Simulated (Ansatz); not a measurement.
All cells below were computed with PBE (plane-wave PAW, Ansatz 0.2.0, no spin polarisation, atoms fixed as given).

Task: Rank them by the largest positive Bader charge, smallest first.
A.
Se3BrO (420 eV, 7×7×7 mesh on the cell that ran, as a rule the primitive one, fermi-dirac 0.1 eV)
Space group Pm-3m (No. 221). a = 4.714 Å, b = 4.714 Å, c = 4.714 Å, α = 90.00°, β = 90.00°, γ = 90.00°
```tsv
atom	site	symmetry	x	y	z
Se	3c	4/mm.m	0.5000	0.0000	0.5000
O	1b	m-3m	0.5000	0.5000	0.5000
Br	1a	m-3m	0.0000	0.0000	0.0000
```
B.
Ba2ZnHO6 (420 eV, 7×7×7 mesh on the cell that ran, as a rule the primitive one, fermi-dirac 0.1 eV)
```cif
data_structure
_symmetry_space_group_name_H-M 'Fm-3m'
_symmetry_Int_Tables_number 225
_cell_length_a 8.0481
_cell_length_b 8.0481
_cell_length_c 8.0481
_cell_angle_alpha 90.000
_cell_angle_beta 90.000
_cell_angle_gamma 90.000
_cell_volume 521.30
loop_
_atom_site_label
_atom_site_type_symbol
_atom_site_symmetry_multiplicity
_atom_site_Wyckoff_symbol
_atom_site_fract_x
_atom_site_fract_y
_atom_site_fract_z
_atom_site_occupancy
H1 H 4 a 0.00000 0.00000 0.00000 1
Ba1 Ba 8 c 0.25000 0.75000 0.75000 1
Zn1 Zn 4 b 0.50000 0.00000 0.00000 1
O1 O 24 e 0.22400 0.00000 0.00000 1
```
C.
BaTiO3 (420 eV, 5×6×5 mesh on the cell that ran, as a rule the primitive one, gaussian 0.2695 eV)
```cif
data_structure
_symmetry_space_group_name_H-M 'Pm-3m'
_symmetry_Int_Tables_number 221
_cell_length_a 4.0029
_cell_length_b 4.0029
_cell_length_c 4.0029
_cell_angle_alpha 90.000
_cell_angle_beta 90.000
_cell_angle_gamma 90.000
_cell_volume 64.14
loop_
_atom_site_label
_atom_site_type_symbol
_atom_site_symmetry_multiplicity
_atom_site_Wyckoff_symbol
_atom_site_fract_x
_atom_site_fract_y
_atom_site_fract_z
_atom_site_occupancy
Ba1 Ba 1 a 0.00000 0.00000 0.00000 1
O1 O 3 c 0.50000 0.50000 0.00000 1
Ti1 Ti 1 b 0.50000 0.50000 0.50000 1
```

Result: A (+0.31 e), B (+1.56 e), C (+2.22 e).

Origins: BaTiO3, a database entry at a rescaled volume; Ba2ZnHO6, a known structure type with other elements, at an estimated volume; Se3BrO, a known structure type with other elements, at an estimated volume. Caveats for one or more cells: wide smearing; many states at the Fermi level without spin polarisation, so a magnetic state may lie lower.
